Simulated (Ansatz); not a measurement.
A distorted cell of W₃N₄ (space group Pm-3m):

```xyz
14
Lattice="8.3117 0.0000 0.0000 4.1558 4.1558 0.0000 4.1558 0.0000 4.1558" Properties=species:S:1:pos:R:3 pbc="T T T"
N     10.3896     2.0779     2.0779
N      6.2338     2.0779     2.0779
N      2.0779     0.0000     0.0000
N      6.2338     0.0000     0.0000
N      8.3117     2.0779     0.0000
N      4.1558     2.0779     0.0000
N      8.3117     0.0000     2.0779
N      4.1558     0.0000     2.0779
W     10.3896     1.9946     0.0000
W      6.2338     2.1612     0.0000
W      8.3117     2.0779     2.0779
W     12.4675     2.0779     2.0779
W     10.3896     0.0000     2.1612
W      6.2338     0.0000     1.9946
```

Computed with LDA (plane waves to 420 eV, PAW, scalar-relativistic; Ansatz, a quantum-chemistry and plane-wave program). k mesh 11×11×11 (Γ-centred), Fermi-Dirac smearing 0.05 eV. Compression counts positive. With partly filled bands, energies and forces of such displacements shift with the k mesh and the smearing. Spin-orbit coupling is left out, though W is heavy. W3N4 is run without spin polarisation. W3N4 was relaxed with its symmetry unable to fall.

Problem. What forces act on the atoms (eV/Å, Cartesian)?

Solution. 
```csv
atom,Fx,Fy,Fz
N1,0.000,0.000,0.000
N2,0.000,0.000,0.000
N3,0.000,0.000,0.000
N4,0.000,0.000,0.000
N5,0.000,0.000,0.000
N6,0.000,0.000,0.000
N7,0.000,0.000,0.000
N8,0.000,0.000,0.000
W9,0.000,0.365,0.000
W10,0.000,-0.365,0.000
W11,0.000,0.000,0.000
W12,0.000,0.000,0.000
W13,0.000,0.000,-0.365
W14,0.000,0.000,0.365
```

Problem. Give the stress tensor in GPa and the pressure.

Solution. 
```
   -0.4      0.0      0.0
    0.0      1.4      0.0
    0.0      0.0      1.4
```
The pressure, a third of the trace, is 0.8 GPa.

(For displaced atoms, the force is minus the slope of the energy, and its curvature is a force constant, which sets phonon frequencies.)
